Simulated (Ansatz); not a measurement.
MoIr₃:
```yaml
crystal:
  lattice:
    - [3.88630, 0.00000, 0.00000]
    - [0.00000, 3.88630, 0.00000]
    - [0.00000, 0.00000, 3.88630]
  atoms:
    - { symbol: Ir, position: [0.00000, 0.50000, 0.50000] }
    - { symbol: Ir, position: [0.50000, 0.50000, 0.00000] }
    - { symbol: Ir, position: [0.50000, 0.00000, 0.50000] }
    - { symbol: Mo, position: [0.00000, 0.00000, 0.00000] }
```

Relaxed with PBE. Special points in fractions of this cell's reciprocal vectors: Γ (0.000, 0.000, 0.000); X (0.000, 0.500, 0.000); M (0.500, 0.500, 0.000); R (0.500, 0.500, 0.500).

Question: List the band energies nearest the Fermi level at these points for PBE with spin–orbit coupling in the plane-wave PAW code Ansatz.

Answer: In eV from the Fermi level; about four levels below and three above (degenerate sets whole), none deeper than 8.9 eV; points with the same levels are listed once.

| k | below | above |
|---|---|---|
| Γ | -0.72 -0.72 -0.72 -0.72 | 0.71 0.71 1.04 1.04 |
| X | -0.14 -0.14 -0.05 -0.05 | 1.01 1.01 1.40 1.40 |
| M | -0.40 -0.40 -0.07 -0.07 | 0.04 0.04 2.82 2.82 |
| R | -0.52 -0.52 -0.52 -0.52 | 0.18 0.18 0.57 0.57 |

Space group Pm-3m (Cu3Au type). The cell is a constructed one: a structure type filled with these elements; neither database checked (COD, Materials Project) lists it. COD files the formula under space group No. 194. Its standing as an ambient phase is unchecked. The cell was relaxed with PBE under the symmetry of its start; its stability against distortions is not shown here. The run is not spin-polarised.

Potentials: the earlier of the program's two PAW sets.
